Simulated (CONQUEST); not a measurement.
A self-consistent single point of ZnS (I-4m2, 8 atoms in the cell; from Materials Project mp-10695, changed as shown) with CONQUEST.

All values come from this method and carry its errors: PBE, numerical atomic orbitals double-zeta with polarisation (the shipped basis), PseudoDojo norm-conserving potentials made for PBE in CONQUEST 1.3.

The change in words: lattice vector c scaled by 1.02. Reference geometry (F-43m):
```yaml
crystal:
  lattice:
    - [5.31410, 0.00000, 0.00000]
    - [0.00000, 5.31410, 0.00000]
    - [0.00000, 0.00000, 5.31410]
  atoms:
    - { symbol: Zn, position: [0.00000, 0.00000, 0.00000] }
    - { symbol: Zn, position: [0.00000, 0.50000, 0.50000] }
    - { symbol: Zn, position: [0.50000, 0.00000, 0.50000] }
    - { symbol: Zn, position: [0.50000, 0.50000, 0.00000] }
    - { symbol: S, position: [0.25000, 0.25000, 0.75000] }
    - { symbol: S, position: [0.25000, 0.75000, 0.25000] }
    - { symbol: S, position: [0.75000, 0.25000, 0.25000] }
    - { symbol: S, position: [0.75000, 0.75000, 0.75000] }
```

Reference input (self-consistent single point, DFT, PBE, numerical atomic orbitals double-zeta with polarisation (the shipped basis), PseudoDojo norm-conserving potentials made for PBE): basis = DZP; Diag.MPMeshX, Y, Z = 5 5 5; potentials = PseudoDojo norm-conserving PBE; Grid.GridCutoff = 140 Ha; DM.SolutionMethod = diagon; Diag.kT = 0.0001 Ha; Diag.GammaCentred = true; minE.SCTolerance = 1.0e-06; SC.MaxIters = 100; SC.LinearMixingFactor = 0.3; AtomMove.TypeOfRun = static. This run's input differs from it in these lines:

```diff
@@ -32,3 +32,3 @@
      0.000000000     10.042197378      0.000000000
-     0.000000000      0.000000000     10.042197378
+     0.000000000      0.000000000     10.243041250
 8
```

Output (repeated stretches shortened):

```
    new_SC_potl: Starting.  Tolerance:  0.10000E-05

    PulayMixSC: Starting Pulay mixing, A_up =  0.300 A_dn =  0.300
    PulayMixSC: Spin non-polarised calculation.
          Harris-Foulkes Energy            :      -880.523941226572447 Ha
          (TS=0 as O(N) or entropic contribution is negligible)
          DFT Total Energy                 :      -880.352222750742840 Ha
          Total number of electrons        :       104.000000000003809
    PulayMixSC: Pulay iteration     1 residual:              0.15737E-02
          Harris-Foulkes Energy            :      -880.457128025039992 Ha
   [... lines left out ...]
          (TS=0 as O(N) or entropic contribution is negligible)
          DFT Total Energy                 :      -880.449982714351449 Ha
          Total number of electrons        :       104.000076394448485
    PulayMixSC: Pulay iteration     7 residual:              0.12999E-05
          Harris-Foulkes Energy            :      -880.449982742800103 Ha
          (TS=0 as O(N) or entropic contribution is negligible)
          DFT Total Energy                 :      -880.449982742819657 Ha
          Total number of electrons        :       104.000076410407004
    PulayMixSC: Pulay iteration     8 residual:              0.52027E-07
    PulayMixSC: Reached SCF tolerance of  0.52027E-07 after      8 iterations
      | Number of electrons      =       104.000076
      |* band energy as 2Tr[K.H] =      -142.396523259551969 Ha
      |  screened ion-ion energy =      -753.959405208005364 Ha
      |  Ha correction           =         5.011239995251187 Ha
      |  XC correction           =        10.894705669597450 Ha
      |* Harris-Foulkes energy   =      -880.449982742800103 Ha
      |* DFT total energy        =      -880.449982742819657 Ha
      |  estimated accuracy      =         0.000000000019554 Ha

    force: Forces on atoms (Ha/a0)
    force:  Atom   X              Y              Z
    force:     1  -0.0000000000   0.0000000000  -0.0000000000
   [... zero for the other atoms too ...]

    force: Maximum force :        0.00000000(Ha/a0) on atom         1 in z direction
    force: Force Residual:        0.00000000 Ha/a0
    force: Total stress:         -6.80109580     0.00000000     0.00000000 GPa
                             0.00000000    -6.80109580     0.00000000
                             0.00000000     0.00000000    -6.26953070
    force: Average pressure:      6.62390744 GPa

    force: Finished force
    get_E_and_F: Change in energy during last step of electronic optimisation:  0.33078E-07
```

The run converged in 8 iterations. CONQUEST prints the stress tensor with tension positive. Against the reference run the free energy goes down by 17.2 meV/atom and the pressure goes from 8.41 to 6.62 GPa.

The program uses no crystal symmetry, so grid and mesh can part values that symmetry would make equal. The atom-centred basis is finite, which shifts total energies and pressures against plane waves. The structure comes from a collection of computed structures, made at another level of theory; the collection holds predicted forms beside known ones. Its lattice was then scaled.

Cost on one core: about 50 core-seconds (a rough figure).
